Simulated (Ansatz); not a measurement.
# SbMo: levels along high-symmetry lines

```
Mo Sb
1.0
     0.00000    3.06495    3.06495
     3.06495    0.00000    3.06495
     3.06495    3.06495    0.00000
Mo Sb
1 1
Direct
  0.00000 0.00000 0.00000
  0.25000 0.25000 0.25000
```

Atoms are numbered in the order listed.

The structure comes from a relaxation in the same program, started in the zincblende type, and has space group F-43m. Whether it is a known phase or the ground state wasn't checked.

Spin polarisation is left out, and whether a magnetic state lies lower isn't shown here.

Computed with Ansatz 0.2.0, DFT, PBE, all-electron LAPW, Dirac equation with spin-orbit coupling.

Settings: a Γ-centred 10×10×10 k mesh, Fermi–Dirac smearing of 0.08 eV, basis error target 0.5 meV/atom, no spin polarisation.

Points in fractions of the reciprocal vectors of this cell: Γ (0, 0, 0), X (-0.5, -0.5, 0), U (-0.375, -0.375, 0.25), K (-0.375, 0, 0.375), L (0, 0, 0.5), W (-0.5, -0.25, 0.25). The path joins them by straight lines in the order Γ–X–U–K–Γ–L–W–X; legs that retrace an earlier one aren't tabulated. Energies are in eV from the Fermi level.

Q: Is there a gap?

A: None at this level of theory (metallic, semimetallic, or a small gap that the functional closes).

Q: List the levels between -20 and 6 eV at the symmetry points.

A: 
Γ: -10.01 (×2), -2.83 (×2), -2.53 (×4), -0.15 (×4), 3.63 (×2), 5.08 (×2), 5.54 (×4)
X: -8.68 (×2), -3.96 (×2), -1.67 (×2), -1.40 (×2), -0.71 (×2), 0.21 (×2), 0.44 (×2), 0.96 (×2), 1.06 (×2), 5.94 (×2)
U: -8.73, -8.70, -3.52, -3.50, -2.34, -2.22, -1.79, -1.76, -0.85, -0.77, -0.08, 0.00, 0.45, 0.51, 1.27, 1.37, 1.84, 1.90
K: -8.73, -8.70, -3.52, -3.50, -2.34, -2.22, -1.79, -1.76, -0.85, -0.77, -0.08, 0.00, 0.45, 0.51, 1.27, 1.37, 1.84, 1.90
L: -9.03 (×2), -3.60 (×2), -2.39 (×2), -2.24 (×2), -0.04 (×2), 0.08 (×2), 0.30 (×2), 2.99 (×2), 3.25 (×2), 4.85 (×2)
W: -8.70, -8.67, -3.24, -3.03, -2.99, -2.69, -1.51, -1.46, -0.83, -0.81, -0.22, -0.09, 0.28, 0.29, 1.04, 1.09, 2.03, 2.06
